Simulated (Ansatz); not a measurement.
La2Zr2O7 in space group Fd-3m (No. 227; La on 16c, Zr on 16d, O on 8a, O on 48f), r²SCAN in the plane-wave PAW code Ansatz. The conduction-band minimum lies at Γ, with 1 equivalent valley. Second derivatives d²E/dk² of the lowest band at one valley (eV·Å²), along Cartesian directions:

```
direction  d²E/dk²
---------  -------
[100]        7.108
[010]        7.108
[001]        7.108
[110]        7.109
[101]        7.109
[011]        7.109
```

Q: Find the principal effective masses, the density-of-states mass and the conductivity mass.

A: Off-diagonal terms follow from H_xy = H[110] − (H_xx + H_yy)/2, and m*/mₑ = 7.620 eV·Å² over each eigenvalue: 1.1, 1.1, 1.1. One valley's DOS mass (m₁m₂m₃)^(1/3) = 1.1, conductivity mass 3/(Σ 1/mᵢ) = 1.1 mₑ.

Q: What effective density of states Nc follows at 300 K for parabolic valleys?

A: Nc = 2.509e19 × 1 × (1.1)^(3/2) ≈ 2.9e19 cm⁻³.

The workflow started from a Materials Project entry (that database holds measured and hypothetical structures alike); the Crystallography Open Database files this formula in space group No. 227, but the cells were not matched. Its standing as an ambient phase is unchecked. The cell was relaxed with r²SCAN under the symmetry of its start; its stability against distortions is not shown here. The run is not spin-polarised. Spin–orbit coupling is left out wherever it is not named.

Potentials: the earlier of the program's two PAW sets.

Edges and masses are those of Kohn–Sham bands, whose gap is no quasiparticle gap.
